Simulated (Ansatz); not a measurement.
Os:
```
Os
1.0
    0.00000     2.75054     2.75054
    2.75054     0.00000     2.75054
    2.75054     2.75054     0.00000
Os
2
Direct
  0.00000   0.00000   0.00000
  0.25000   0.25000   0.25000
```

Relaxed with PBEsol.

Q: Which orbitals make up the states near the Fermi level in plane-wave PAW PBEsol (Ansatz code)?

A: Within 0.5 eV of the Fermi level: Os 5d 88 %, Os 6s 6 %, outside the projected shells 5 %. Projections are on Löwdin-orthogonalised atomic valence shells; empty p or d shells of many metals are not among them.

Q: Tabulate the density of states.

A: States/eV per cell of 2 atoms, in 0.25 eV bins, energy from the Fermi level.

```tsv
E (eV)	total	Os 5d	Os 6s	Os 5p
-7.85	0.00	0.00	0.00	0.00
-7.60	0.07	0.00	0.07	0.00
-7.35	0.13	0.00	0.12	0.00
-7.10	0.17	0.00	0.17	0.00
-6.85	0.21	0.01	0.20	0.00
-6.60	0.26	0.01	0.24	0.00
-6.35	0.30	0.02	0.28	0.00
-6.10	0.36	0.03	0.32	0.00
-5.85	0.44	0.05	0.37	0.01
-5.60	0.55	0.11	0.43	0.01
-5.35	1.83	1.28	0.53	0.01
-5.10	5.22	4.43	0.75	0.02
-4.85	4.00	3.63	0.34	0.02
-4.60	2.32	2.12	0.18	0.01
-4.35	3.97	3.23	0.71	0.01
-4.10	4.61	4.01	0.56	0.02
-3.85	6.86	6.37	0.43	0.03
-3.60	3.68	3.56	0.08	0.03
-3.35	2.41	2.25	0.12	0.02
-3.10	2.78	2.43	0.29	0.03
-2.85	3.11	2.75	0.29	0.03
-2.60	2.27	2.06	0.16	0.02
-2.35	1.98	1.75	0.17	0.02
-2.10	2.34	2.07	0.19	0.03
-1.85	1.85	1.62	0.13	0.02
-1.60	2.19	1.71	0.31	0.03
-1.35	1.88	1.46	0.26	0.02
-1.10	1.35	1.10	0.13	0.01
-0.85	1.24	1.14	0.03	0.01
-0.60	2.06	1.90	0.05	0.02
-0.35	2.04	1.86	0.07	0.02
-0.10	1.74	1.56	0.08	0.01
0.15	1.34	1.20	0.06	0.01
0.40	2.45	2.01	0.28	0.02
0.65	1.23	0.87	0.23	0.01
0.90	0.72	0.46	0.14	0.00
1.15	1.27	0.98	0.15	0.01
1.40	1.57	1.27	0.15	0.01
1.65	1.89	1.57	0.15	0.01
1.90	2.19	1.85	0.17	0.01
2.15	1.96	1.64	0.18	0.01
2.40	2.08	1.81	0.17	0.01
2.65	2.58	2.34	0.16	0.01
2.90	4.96	4.43	0.40	0.01
3.15	1.54	1.02	0.41	0.01
3.40	0.82	0.45	0.27	0.00
3.65	0.68	0.32	0.25	0.00
3.90	0.89	0.30	0.25	0.00
4.15	0.85	0.25	0.24	0.00
4.40	0.87	0.21	0.22	0.00
4.65	0.87	0.18	0.20	0.00
```

Space group Fd-3m (diamond). The start of the workflow was typed in or built on a structure type; neither database checked (COD, Materials Project) lists it. It is not the phase usual at ambient conditions (space group No. 194). The PBEsol relaxation kept the symmetry of its start; its stability against distortions is not shown here. The run is not spin-polarised. Scalar-relativistic: spin–orbit coupling is off unless named, which matters more the heavier the elements.

Potentials: the earlier of the program's two PAW sets. The files were generated under PBE; for other functionals the program regenerates the frozen cores, and for LDA and PBEsol the local potential too.
